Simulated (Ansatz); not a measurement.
ScGa₃:
```cif
data_Ga3Sc
_chemical_formula_sum 'Sc1 Ga3'
_space_group_name_H-M_alt 'P 1'
_space_group_IT_number 1
_cell_length_a 4.07505
_cell_length_b 4.07505
_cell_length_c 4.07505
_cell_angle_alpha 90.000
_cell_angle_beta 90.000
_cell_angle_gamma 90.000
loop_
_space_group_symop_operation_xyz
  'x, y, z'
loop_
_atom_site_label
_atom_site_type_symbol
_atom_site_fract_x
_atom_site_fract_y
_atom_site_fract_z
_atom_site_occupancy
Sc1 Sc 0.00000 0.00000 0.00000 1
Ga1 Ga 0.00000 0.50000 0.50000 1
Ga2 Ga 0.50000 0.00000 0.50000 1
Ga3 Ga 0.50000 0.50000 0.00000 1
```

Relaxed with r²SCAN.

Tabulate the valence density and the electron localisation function along the shortest Ga–Ga contact (2.88 Å), the program Ansatz at the r²SCAN level (PAW).



```tsv
distance from Ga (Å)	density (e/Å³)	ELF
0.29	21.09	0.04
0.43	7.49	0.06
0.58	2.36	0.14
0.72	0.95	0.23
0.86	0.53	0.27
1.01	0.35	0.29
1.15	0.26	0.35
1.30	0.23	0.43
1.44	0.21	0.45
1.58	0.23	0.43
1.73	0.26	0.35
1.87	0.35	0.29
2.02	0.53	0.27
2.16	0.95	0.23
2.31	2.36	0.14
2.45	7.49	0.06
2.59	21.09	0.04
```

The density is the valence pseudo-density with augmentation charge, so density and ELF within about 1 Å of a nucleus are not all-electron values.

Space group Pm-3m (Cu3Au type). The workflow started from an entry of the Crystallography Open Database (COD). Whether it is the stable phase at ambient conditions was not checked. Symmetry was held in the r²SCAN relaxation; whether a distortion lowers the energy is not shown. No spin polarisation was allowed.

Potentials: the later of the program's two PAW sets.
